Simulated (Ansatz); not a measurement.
An Ansatz (a program for electronic structure) input:

Ansatz 0.2 input:
```yaml
crystal:
  lattice:
    - [1.5765472539, 0.9102199814, 5.9981919537]
    - [-1.5765472539, 0.9102199814, 5.9981919537]
    - [0.0, -1.8204399629, 5.9981919537]
  atoms:
    - { symbol: Mo, position: [0.9997563705, 0.9997563705, 0.9997563705] }
    - { symbol: S, position: [0.4200215469, 0.4200215469, 0.4200215469] }
    - { symbol: S, position: [0.2462420825, 0.2462420825, 0.2462420825] }
kpoints:
  mp_grid: { grid: [8, 8, 8] }
  band_path:
    path:
      - [[0.0, 0.0, 0.0], [0.5, 0.5, 0.5], [0.8179814822, 0.1820185178, 0.5]]  # Γ-T-H_2
      - [[0.5, -0.1820185178, 0.1820185178], [0.5, 0.0, 0.0], [0.0, 0.0, 0.0], [0.3410092589, -0.3410092589, 0.0]]  # H_0-L-Γ-S_0
      - [[0.6589907411, 0.0, 0.3410092589], [0.5, 0.0, 0.5], [0.0, 0.0, 0.0]]  # S_2-F-Γ
      - [VBM, CBM]
    npoints: 10
basis: { xc_grid: 2 }
hamiltonian:
  xc: pbe
  dispersion: d3bj
  pseudopotentials: { kind: paw }
magnetization: { noncollinear: true, spin_orbit: true }
scf:
  n_extra_bands: 12
  convergence: { dr2_threshold: 0.0000000001 }
  occupations: { method: gaussian, width: 0.01 }
checkpoint: { write: soc.run }
output: { eigenvalues: true }
```

### Question
How many symmetry operations and irreducible k-points will the run report?

### Answer
6 operations, 65 of 512 k-points.

### Question
With a cutoff of 420 eV, how many plane waves at Γ?

### Answer
999.

It took roughly 60 core-seconds on shared server cores.

Space group R3m. Symmetry was held in the PBE+D3(BJ) relaxation. The run is not spin-polarised.

Potentials: the later of the program's two PAW sets.

Ansatz is a plane-wave DFT program.
